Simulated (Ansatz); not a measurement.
A relaxed cell of AlFe₃B is given with its symmetry left out. The cell was found from a structure generator's guess, not taken from experiment.

Computed with Ansatz, DFT PBE, scalar-relativistic, plane waves, PAW. Cutoff 420 eV, Γ-centred mesh, Gaussian smearing, collinear spin.

```
Al Fe B
1.0
     3.19473    0.00000    0.00000
     0.00000    3.19473    0.00000
     0.00000    0.00000    6.43534
Al Fe B
1 3 1
Direct
  0.50000 0.50000 0.52505
  0.50000 0.50000 0.90421
  0.50000 0.00000 0.21213
  0.00000 0.50000 0.21213
  0.00000 0.00000 0.98018
```

Energies over the elements count from the elements' standard structures at the same level, with no fitted energy shifts.

(1) What space group does it have?

(2) What is its formation energy per atom?

(3) Is it a metal?

(4) Which magnetic moments does it keep?

## Answers

(1) P4mm (No. 99). Conventional cell: a = 3.195 Å, c = 6.435 Å. Al is surrounded by 5 Fe at 2.44–2.57 Å; Fe on a site of symmetry 4mm is surrounded by 4 B at 2.31 Å, 1 Al at 2.44 Å and 4 Fe at 2.55 Å; Fe on a site of symmetry 2mm has 2 B at 2.19 Å, 4 Fe at 2.26 Å, 2 Fe at 2.55 Å and 2 Al at 2.57 Å; around B lie 8 Fe at 2.19–2.31 Å.

(2) +0.29 eV/atom. A positive value: parting into the elements would lower its energy.

(3) Yes, bands cross the Fermi level on the 12×12×6 mesh.

(4) 1.20 μB per atom net, the space between the atoms included; by site: Fe 2.2, 1.9 (×2); B -0.2 μB.

The last run used collinear spin, a 12×12×6 mesh (in the run's order of axes) for its 5-atom cell and Gaussian smearing of 0.10 eV. Another magnetic order may lie lower. Symmetry constrained the relaxation, so the result can be a saddle point. Another cell of AlFe3B relaxed alike, in Pm-3m (a Materials Project cell), lies 0.44 eV/atom lower, so this cell isn't the stable form at this level.
